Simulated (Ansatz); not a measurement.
A free-standing Janus 1T monolayer of NiOS, relaxed with r2SCAN in the plane-wave code Ansatz. The sheet's in-plane cell has a = 3.048 Å, b = 3.048 Å (γ = 120.0°), and its outermost atoms lie 2.14 Å apart along the normal. Around Ni lie 3 O at 1.97 Å and 3 S at 2.16 Å; around O lie 3 Ni at 1.97 Å; around S lie 3 Ni at 2.16 Å.

The axes x, y and z are those of this cell:
```
CELL_PARAMETERS angstrom
3.04822 0.00000 0.00000
-1.52411 2.63983 0.00000
0.00000 0.00000 28.72924
ATOMIC_POSITIONS crystal
Ni 0.00000 0.00000 0.31747
O 0.33333 0.66667 0.34839
S 0.66667 0.33333 0.27395
```
Two periodic directions, a and b.

Unstrained: The PBE gap is indirect, 0.309 eV (Γ–K (0.39 of the way from Γ) to K), below the direct gap of 0.954 eV at Γ–M (0.50 of the way from Γ). The r2SCAN gap is indirect, 0.537 eV (Γ–K (0.39 of the way from Γ) to K), below the direct gap of 1.188 eV at Γ–M (0.50 of the way from Γ). The HSE06 gap is indirect, 1.312 eV (Γ to K), below the direct gap of 2.067 eV at Γ–M (0.50 of the way from Γ). Meshes: PBE 12×12×1, r2SCAN 12×12×1, HSE06 6×6×1. Strains are changes of length per length, and xy shears are angles. After each strain the atoms were relaxed again with r2SCAN within the symmetry that the strain leaves, so tilts or polar shifts that break it weren't tested; points keep the names that they have in the unstrained zone. Values at 0 K without nuclear motion; spin polarisation is off, and the phase may be a hypothetical one.

**Question.** Estimate what in-plane biaxial +2.0 % does to the gap.

**Answer.** PBE: the gap goes from 0.309 to 0.366 eV (+0.057 eV); the edges go from Γ–K (0.39) → K to (-0.141, 0.276, 0) → K. r2SCAN: the gap goes from 0.537 to 0.574 eV (+0.037 eV); the edges go from Γ–K (0.39) → K to (-0.141, 0.276, 0) → K. HSE06: the gap goes from 1.312 to 1.416 eV (+0.104 eV); the edges go from Γ → K to (-0.141, 0.276, 0) → K. The r2SCAN energy rises by 8.4 meV an atom.

**Question.** Estimate what uniaxial +5.0 % along x, other directions held does to the gap.

**Answer.** PBE: the gap goes from 0.309 to 0.341 eV (+0.032 eV); the edges go from Γ–K (0.39) → K to (-0.120, 0.276, 0) → K. r2SCAN: the gap goes from 0.537 to 0.542 eV (+0.005 eV); the edges go from Γ–K (0.39) → K to (-0.120, 0.276, 0) → K. The r2SCAN energy rises by 19.9 meV an atom.

**Question.** Apply xy shear, engineering strain (angle) +0.5 %. How far does the gap move, against the unstrained cell?

**Answer.** PBE: the gap goes from 0.309 to 0.303 eV (-0.006 eV). r2SCAN: the gap goes from 0.537 to 0.531 eV (-0.006 eV). HSE06: the gap goes from 1.312 to 1.293 eV (-0.019 eV). The r2SCAN energy rises by 0.1 meV an atom.

Where an edge lies off the special points, it is a point of the mesh or the k point where a search put PBE's edge or least direct gap, reused for the other functionals, whose own edges may lie a little apart.

Coordinates of k points refer to the reciprocal vectors of the primitive cell of the runs.

The meshes of the hybrids are coarse, so their gaps aren't converged to the digits shown.

For some runs the program warns that the potential is rough where the density is thin, which bears on empty states near the vacuum.
